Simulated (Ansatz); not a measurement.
## One input, then a changed one: LaP

First run: DFT, LDA, all-electron LAPW, scalar-relativistic (Ansatz 0.2.0).

Command: `ansatz run input.yaml --threads 1 --pin off --max-ram 2048MiB --backend cpu --events-out ev --progress --plain --runs-dir out` It took 14 s on 1 thread of Arm Neoverse V1, on a shared host, peak memory 0.32 GiB.

```yaml
crystal:
  lattice:
    - [0.0, 2.2349179553, 2.2349179553]
    - [2.2349179553, 0.0, 2.2349179553]
    - [2.2349179553, 2.2349179553, 0.0]
  atoms:
    - { symbol: La, position: [0.0, 0.0, 0.0] }
    - { symbol: P, position: [0.5, 0.5, 0.5] }
kpoints:
  mp_grid: { grid: [10, 10, 10] }
  band_path:
    path:
      - [0.0, 0.0, 0.0]
      - [0.5, 0.0, 0.5]
      - [0.625, 0.25, 0.625]
      - [0.375, 0.375, 0.75]
      - [0.0, 0.0, 0.0]
      - [0.5, 0.5, 0.5]
      - [0.5, 0.25, 0.75]
      - [0.5, 0.0, 0.5]
    npoints: 6
scf:
  occupations: { method: fermi_dirac, width: 0.05 }
hamiltonian:
  xc: lda
  pseudopotentials: { kind: all_electron, lapw: { basis_error: 0.001 } }
output:
  forces: true
  stress: true
  eigenvalues: true
  populations: true
```

The base volume is that of a database entry, with shape and atoms relaxed on PAW files at held volume, so it needn't be at zero pressure; the structure needn't be the stable phase, at rest or compressed.

This run: volume at 0.4 of the series' base cell.

It converges in 8 SCF iterations at a pressure of 245.1 GPa.

The input is then changed:

```diff
 kpoints:
-  mp_grid: { grid: [10, 10, 10] }
+  mp_grid: { grid: [10, 10, 10], shift: [0.5, 0.5, 0.5] }
   band_path:
   occupations: { method: fermi_dirac, width: 0.05 }
+  algorithm: direct_min
 hamiltonian:
```

Q: Predict the outcome of the changed run.

A: It converges in 6 SCF iterations at a pressure of 244.4 GPa, free energy -12.5 meV/atom against the first run's. More than one line changes, and not each need have an effect. Results part of its log:
```
Warning: crystal.symmetry: narrowed to the stabiliser of the k-point mesh — unitary ops 48 → 12; excluded 36 operations that carry a point of the 10×10×10 mesh (shift [0.5, 0.5, 0.5]) off the mesh (the run samples exactly the mesh kpoints.mp_grid names, as under crystal.symmetry.detect: false, and its converged state has the mesh's symmetry, not the crystal's; ε∞, the Born charges and the force co
SCF 1 converged in 6 iterations: F = -240203.375089 eV  dr2 = 1.14e-9
NSCF: frozen V_eff on 43 k-points
SCF converged after 6 iterations
Stability not checked: this state was not tested for a lower state beside it, because a direct minimisation reached the state, and no test of it is asked (direct_minimisation; see scf.lower_state_search)
Free energy (F): -240203.375089 eV
Harris-Foulkes:  -240203.375089 eV  (|F-HF|=2.66e-8)
Internal energy: -240203.363118 eV  (E = F + TS)
E sigma→0 (E₀):  -240203.369103 eV
Entropy (-TS):   -0.011972 eV (-5.986 meV/atom)
Fermi energy:    32.049115 eV
--- Per-component energies (eV) ---
  E_band       = -2477.173200
  E_kinetic    = 255973.158267
  E_xc         = -6003.619898
  E_electrostatic = -490172.901487  (all electrons and nuclei)
  E_smearing   = -0.011972  (= −TS)
  E_closure    = 0.000000  (closes the sum)
  E_atoms      = -240202.212790  (free atoms, spherical and without spin; not in F)
[... lines left out ...]
--- Forces (eV/Å), atoms counted from 1 ---
  atom   1  La    -0.00000000    -0.00000000     0.00000000
  atom   2  P      0.00000000    -0.00000000     0.00000000
  max |Σ_I F_I| component: 3.42e-30 eV/Å
--- Stress (GPa, compression-positive) ---
      244.377561      -4.172248      -4.172248
       -4.172248     244.377561      -4.172248
       -4.172248      -4.172248     244.377561
  P = ⅓ Tr σ = 244.3776 GPa (2443.776 kbar)
--- Band table (eV; the first three rows and the last of 110) ---
  k-point 0: bands = ["-222.5954", "-156.5474", "-156.5406", "-156.5406", "-135.4663", "-86.7688", "-86.7687", "-86.7687", "-61.0766", "-61.0766", "-61.0765", "-61.0688", "-61.0688", "-1.4687", "17.3634", "17.6818", "17.6818", "23.3347", "30.3646", "30.4402", "30.4402", "30.7750", "30.7750", "30.9383", "33.5630", "33.5630"]
  k-point 1: bands = ["-222.5954", "-156.5474", "-156.5406", "-156.5406", "-135.4663", "-86.7688", "-86.7688", "-86.7687", "-61.0765", "-61.0765", "-61.0762", "-61.0688", "-61.0687", "-1.2898", "16.1127", "17.3623", "17.7232", "24.4054", "29.0604", "29.4044", "29.9415", "30.9176", "31.1370", "31.6613", "34.1667", "34.6745"]
  k-point 2: bands = ["-222.5954", "-156.5474", "-156.5406", "-156.5406", "-135.4663", "-86.7689", "-86.7688", "-86.7687", "-61.0764", "-61.0764", "-61.0757", "-61.0688", "-61.0684", "-0.8751", "14.0227", "17.1062", "17.6226", "25.5643", "27.7079", "28.0291", "29.5621", "31.2786", "31.7515", "32.8627", "35.4696", "35.9953"]
  k-point 109: bands = ["-222.5954", "-156.5474", "-156.5406", "-156.5406", "-135.4663", "-86.7690", "-86.7688", "-86.7688", "-61.0757", "-61.0748", "-61.0747", "-61.0691", "-61.0690", "0.3642", "10.4959", "16.3747", "16.9806", "24.8743", "26.5673", "26.7657", "29.4780", "34.3122", "34.4922", "35.0102", "36.6970", "36.7416"]
--- Löwdin populations: 2 sites ---
  site symbol       q [e]
     0     La     58.0782
     1      P     13.7393
  spilling = 0.002534 (of n_electrons = 72.000000)
```
